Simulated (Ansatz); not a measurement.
A geometry of Sb away from equilibrium: step 17 of the relaxation of a randomly generated symmetric cell of Sb (space group No. 123). Method: PBEsol (plane waves to 420 eV, PAW, scalar-relativistic; Ansatz, a first-principles code). Γ-centred k-mesh 14×14×6 on the run's cell (coarser than for final values), Fermi–Dirac smearing 0.05 eV.

```xyz
1
Lattice="3.0068 0.0000 0.0000 0.0000 3.0068 0.0000 0.0000 0.0000 3.0380" Properties=species:S:1:pos:R:3:forces:R:3 pbc="T T T" free_energy=-6408.137 pressure_GPa=3.0
Sb     0.0000     0.0000     0.0000    0.0000    0.0000    0.0000
```

Positions in Å, forces in eV/Å, free energy of the cell in eV (comparable only within this code, potentials and settings). Largest force: all forces are below 0.005 eV/Å.

No spin polarisation in the result. The relaxed primitive cell holds an odd number of electrons. A magnetic state may lie lower.

The run could not lose the symmetry of its start, so the end can be a saddle point.

The end of the path is a generated cell of Sb: the first start was made by a random draw of sites in a space group, and the end was not matched to a known phase here, so it may be hypothetical. Known forms of Sb include space group No. 166.
